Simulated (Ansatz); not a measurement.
One stationary structure of AlN. Space group Fm-3m (No. 225), rock salt type. Calculation: r2SCAN (plane waves to 500 eV, PAW, scalar-relativistic; Ansatz, a first-principles code).

```cif
data_AlN
_chemical_formula_sum 'Al1 N1'
_space_group_name_H-M_alt 'P 1'
_space_group_IT_number 1
_cell_length_a 2.85428
_cell_length_b 2.85428
_cell_length_c 2.85428
_cell_angle_alpha 60.000
_cell_angle_beta 60.000
_cell_angle_gamma 60.000
loop_
_space_group_symop_operation_xyz
  'x, y, z'
loop_
_atom_site_label
_atom_site_type_symbol
_atom_site_fract_x
_atom_site_fract_y
_atom_site_fract_z
_atom_site_occupancy
Al1 Al 0.50000 0.50000 0.50000 1
N1 N 0.00000 0.00000 0.00000 1
```

### Question
What band gap does r2SCAN give?

### Answer
5.52 eV, indirect (valence top at Γ, conduction bottom at X) (no spin-orbit coupling).

### Question
What smallest direct gap does r2SCAN give?

### Answer
6.54 eV at Γ.

No spin polarisation in the result.

The run could not lose the symmetry of its start; a randomly shaken copy of 4 atoms returns to this structure.

The relaxed structure has the type that AlN is known to take under pressure; here it was relaxed at zero pressure, from a generated start.
